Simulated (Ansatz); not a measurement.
A crystal relaxed with r2SCAN in the PAW code Ansatz has space group P4_2/mnm (No. 136) and a = 4.597 Å, c = 2.953 Å.

| atom | site | x | y | z |
| --- | --- | --- | --- | --- |
| Xx | 2a | 0.0000 | 0.0000 | 0.0000 |
| O | 4f | 0.3046 | 0.3046 | 0.0000 |

r2SCAN gives a direct gap of 2.22 eV at Γ. A second conduction valley, at M, lies only 40 meV higher, so their order isn't settled. With HSE06 the gap is 3.38 eV and direct, at Γ. A second conduction valley, at M, lies only 23 meV higher, so their order isn't settled. The PBE gap is direct at Γ: 1.89 eV. A second conduction valley, at M, lies only 38 meV higher, so their order isn't settled. Meshes: r2SCAN 6×6×8, HSE06 4×4×6, PBE 6×6×8. r2SCAN's ε∞ is 6.6 along x and y, 7.8 along z.

Task: Which element is Xx?
A. Zr
B. Hf
C. Sn
D. Ti

Result: D. Xx is Ti: TiO2 built on the rutile prototype. Ti has 6 O at 1.95–1.98 Å and 2 Ti at 2.95 Å; O has 3 Ti at 1.95–1.98 Å.

The values are computed, spin-unpolarised, and not measurements.

The meshes of the hybrids are coarse, so their gaps aren't converged to the digits shown.
